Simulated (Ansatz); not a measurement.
Level: r2SCAN, no spin polarisation; 500 eV; 6×6×6 Γ-centred mesh; gaussian occupations (width 0.056 eV); Ansatz 0.2.0, fixed geometry.

Computed maps in the lattice plane spanned by a (left to right, 6.04 Å, 18 points from zero) and b (bottom to top, 6.04 Å, 18 points from zero), 90° apart, at height 0.000 along c. The fields are smooth PAW ones with compensation charges, not the true ones near nuclei.

Valence density. Digits on a logarithmic scale: 0 up to 0.03 e/Å³, each further digit a factor of 1.6, 9 from 1.3 e/Å³ up:
```
998532100001123589
986443211112234468
554443322223334445
334444433333444443
223344444444444332
112344566765544321
012334589998643210
001234699999643210
001234799999743210
001234699999643210
001234689998543321
112344556766544321
223344444444444332
334444433333444443
554443332222334445
986443221111234468
998532110000123589
999532100000123599
```

ELF. Ten even steps from '0' (0.00) to '9' (0.69):
```
002221000000123220
122343210012344322
223555431125666532
234677652136877542
124678752125887531
013688633223676420
002565369996355310
001232299599322100
000111295059211100
000122399599223210
001355369996356520
002467632233688631
113578852125787642
224577863125677643
223566652113455532
122344321001234322
002232100000012220
001221000000012210
```

Task: The cell is Ta₂ZnTe₄. Which atoms lie within 0.2 Å of this plane, and where (fractions of a and b)?

Result: Ta at (0.50, 0.50), Zn at (0.00, 0.00). The whole cell:
```xyz
7
Lattice="0.0000 6.0400 0.0000 6.0400 0.0000 0.0000 3.0200 3.0200 -6.1513" Properties=species:S:1:pos:R:3 pbc="T T T"
Ta    3.0200    3.0200    0.0000
Zn    0.0000    0.0000    0.0000
Ta    3.0200    6.0400   -3.0757
Te    4.5300    4.5300   -4.6135
Te    1.5100    4.5300   -1.5378
Te    7.5500    7.5500   -4.6135
Te    4.5300    1.5100   -1.5378
```

Origin: a known structure type with other elements, at an estimated volume, so it need not be a known compound. Caveats: many states at the Fermi level without spin polarisation, so a magnetic state may lie lower.
